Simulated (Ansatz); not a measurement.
Bi2S3:
```cif
data_Bi2S3
_chemical_formula_sum 'Bi2 S3'
_space_group_name_H-M_alt 'P-3m1'
_space_group_IT_number 164
_space_group_name_Hall '-P 3 2"'
_cell_length_a 4.03671
_cell_length_b 4.03671
_cell_length_c 9.75496
_cell_angle_alpha 90.000
_cell_angle_beta 90.000
_cell_angle_gamma 120.000
loop_
_atom_site_label
_atom_site_type_symbol
_atom_site_symmetry_multiplicity
_atom_site_Wyckoff_symbol
_atom_site_fract_x
_atom_site_fract_y
_atom_site_fract_z
_atom_site_occupancy
Bi1 Bi 2 d 0.33333 0.66667 0.19190 1
S1 S 1 a 0.00000 0.00000 0.00000 1
S2 S 2 d 0.66667 0.33333 0.33758 1
```

Relaxed with r²SCAN. r²SCAN in the plane-wave PAW code Ansatz gives a gap of 1.23 eV.

### Question
What gap does HSE06 give on the same cell (Ansatz, PAW)?

### Answer
1.52 eV, 0.29 eV more. The hybrid was solved on a coarser mesh and at special points; the gap given is the minimum over both.

```tsv
k	v1 r²SCAN	c1 r²SCAN	v1 HSE06	c1 HSE06
Γ	0.00	1.26	0.00	1.54
A	-0.19	1.23	-0.25	1.52
K	-0.70	2.71	?	?
H	-0.27	3.21	?	?
M	-0.37	2.13	?	?
L	-0.75	1.87	?	?
```

### Question
Top valence (v1) and lowest conduction level (c1) in eV from each method's valence maximum (which need not be a listed point): supply the withheld HSE06 values.

### Answer

- K, v1 HSE06: -0.75
- K, c1 HSE06: 3.08
- M, v1 HSE06: -0.39
- M, c1 HSE06: 2.47
- L, v1 HSE06: -0.78
- L, c1 HSE06: 2.18
- H, v1 HSE06: -0.30
- H, c1 HSE06: 3.60

Cost on shared cores: the r²SCAN run (SCF on a 8×8×3 mesh, then bands and DOS) about 2.1 core-minutes (a rough figure), the HSE06 run (SCF on 5×5×2, then a few points) roughly 3 core-minutes; the tasks are unlike.

A made-up cell: these elements were put on the sites of a structure type; neither database checked (COD, Materials Project) lists it. COD files the formula under space group No. 62. Whether it is the stable phase at ambient conditions was not checked. The cell was relaxed with r²SCAN under the symmetry of its start; its stability against distortions is not shown here. Spin–orbit coupling is left out wherever it is not named.

Potentials: the earlier of the program's two PAW sets. The files were generated under PBE; for other functionals the program regenerates the frozen cores, and for LDA and PBEsol the local potential too.
